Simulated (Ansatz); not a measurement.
Stability checks on a candidate for SnPb2S3

The cell was found from a structure generator's guess, not taken from experiment.

These are results of Ansatz, DFT PBE, scalar-relativistic, plane waves, PAW, not measurements. Plane waves to 420 eV, a 12×12×12 mesh through Γ for the 6-atom cell and 0.01 eV Gaussian smearing; no spin polarisation.

```
Sn Pb S
1.0
    -2.10694    2.10694    8.94000
     2.10694   -2.10694    8.94000
     2.10694    2.10694   -8.94000
Sn Pb S
1 2 3
Direct
  0.00000 0.00000 0.00000
  0.66588 0.66588 0.00000
  0.33412 0.33412 0.00000
  0.83655 0.83655 0.00000
  0.50000 0.50000 0.00000
  0.16345 0.16345 0.00000
```

Energies over the elements count from the elements' standard structures at the same level, with no fitted energy shifts. The references include grey tin.

Problem. These tests were run: energy against the elements; phonons at Γ. What do they show?

Solution.

```json
{"test": "energy against the elements", "result": "−0.500 eV/atom"}
{"test": "phonons at Γ", "result": "imaginary modes down to 79i cm⁻¹"}
```

It fails one test: phonons at Γ. So it isn't even a local minimum.

These runs have no spin–orbit coupling, which can matter for Pb. The reference form of S is held partly by dispersion forces, which this level lacks. The run for the phonons used a 12×12×12 k mesh.
